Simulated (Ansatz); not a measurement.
A geometry of Nb away from equilibrium: the start of the relaxation of a relaxed Nb cell, doubled along one cell vector, shaken by Gaussian noise of σ = 0.08 Å a coordinate. Computed with PBEsol (plane waves to 420 eV, PAW, scalar-relativistic; Ansatz, a quantum-chemistry and plane-wave program). Γ-centred k-mesh 13×7×6 on the run's cell (coarser than for final values), Fermi–Dirac smearing 0.05 eV.

```xyz
4
Lattice="2.8326 0.0000 0.0000 -2.8326 4.9062 0.0000 0.0000 0.0000 5.1905" Properties=species:S:1:pos:R:3 pbc="T T T"
Nb    -0.1321     1.6053     1.3703
Nb    -1.4084     4.1896     1.2547
Nb     1.6443     0.8274     4.0223
Nb     0.0760     3.2851     3.9581
```

Which atoms carry the largest force, and which way does it point?

1.33 eV/Å, on Nb2 (atoms numbered as listed); on Nb2 its components are (-0.47, -0.76, 0.99).

What is the pressure?

+1.3 GPa, compression positive.

How far above the relaxed end point is this geometry?

0.35 eV/atom; the path ends in Im-3m (No. 229) (bcc (W type)).

No spin polarisation in the result.

Of the parent cell (P6₃/mmc (No. 194)): it is a generated cell of Nb: the first start was made by placing the elements on the sites of a structure type, and the end was not matched to a known phase here, so it may be hypothetical. Known forms of Nb include space group No. 229.
